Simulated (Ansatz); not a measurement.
## Notes on BiPt

```
Pt Bi
1.0
     4.32538    0.00000    0.00000
    -2.16269    3.74589    0.00000
     0.00000    0.00000    5.50320
Pt Bi
2 2
Direct
  0.00000 0.00000 0.00000
  0.00000 0.00000 0.50000
  0.33333 0.66667 0.25000
  0.66667 0.33333 0.75000
```

Single point in Ansatz 0.2.0 with r2SCAN, no spin polarisation. Cutoff 500 eV, PAW datasets, 9×9×6 Γ-centred k mesh, fermi-dirac filling (width 0.1 eV).

Problem. How is the charge shared?

Solution. Bader charges in e: Bi +0.71, Pt -0.71. In the mean Bi gives up most and Pt takes most.

Problem. What is the formation energy?

Solution. -0.27 eV an atom against the elements' usual phases (free molecules for gases, crystals otherwise, with no correction for O₂ or N₂), so it is bound against them; other compounds may still compete. Relaxing would lower it.

Problem. Metal or insulator?

Solution. It is a metal, with about 2 states/eV a cell as the mean within 0.25 eV of the Fermi level, mostly Bi p (49 %) and Pt d (38 %).

Problem. What does the stress say?

Solution. The pressure is 4.1 GPa (compression positive), so with the atoms held at these fractions the cell would first expand.

Origin: a database entry at a rescaled volume.
